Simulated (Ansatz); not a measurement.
One crystal and one scan (generalised stacking-fault energy along a line) at two levels, PBE (plane waves to 420 eV, PAW, scalar-relativistic; Ansatz, an electronic-structure program) and PBEsol (plane waves to 420 eV, PAW, scalar-relativistic; Ansatz), each from its own relaxed cell and on its own mesh. The cell shown is that of PBE.

Generalised stacking fault of KI (rock salt) on the {100} plane. The cell below holds the perfect crystal with the plane normal along z; tilting its third vector by the shift puts one fault into each cell, between planes 3.59 Å apart, at fixed cell height.

```yaml
crystal:
  lattice:
    - [5.07792, 0.00000, 0.00000]
    - [0.00000, 5.07792, 0.00000]
    - [2.53896, 2.53896, 10.77189]
  atoms:
    - { symbol: I, position: [0.00000, 0.00000, 0.83333] }
    - { symbol: I, position: [0.33333, 0.33333, 0.16667] }
    - { symbol: I, position: [0.66667, 0.66667, 0.50000] }
    - { symbol: K, position: [0.50000, 0.50000, 0.83333] }
    - { symbol: K, position: [0.83333, 0.83333, 0.16667] }
    - { symbol: K, position: [0.16667, 0.16667, 0.50000] }
```

In-plane vectors a = (5.078, 0.000) Å, b = (0.000, 5.078) Å, area 25.79 Å². The shift is s times the vector a + b (length 7.181 Å), so s = 1 restores the start. The shift is rigid: no atom relaxes. γ = [E(shift) − E(0)] / area.

Energies are extrapolated to zero smearing. KI was relaxed with its symmetry unable to fall. Spin-orbit coupling is left out, though I is heavy. Faults lie only 10.5 Å apart, and holding the cell height and the atoms raises γ above its relaxed value. Faults lie only 10.8 Å apart, and holding the cell height and the atoms raises γ above its relaxed value. Both scans cover s from 0.000 to 0.917.

γ (mJ/m²), each from zero shift of its own level:

```csv
s,PBE,PBEsol
0.000,0,0
0.083,18,16
0.167,78,74
0.250,186,184
0.333,323,330
0.417,444,462
0.500,493,withheld
0.583,444,462
0.667,323,330
0.750,186,184
0.833,78,74
0.917,18,16
```

Task: Estimate the PBEsol value at 0.500 from the PBE value there and the ratio of the two levels in the two nearest given rows on that side of the minimum.

Result: At 0.417 and 0.583 the ratio PBEsol/PBE averages 1.041, which gives 1.041 × 493 = 513 mJ/m². The calculation gives 517 mJ/m², +4.9 % against PBE.

(The slope of γ gives the shear force per area between the displaced halves; near zero shift its curvature is an elastic stiffness.)
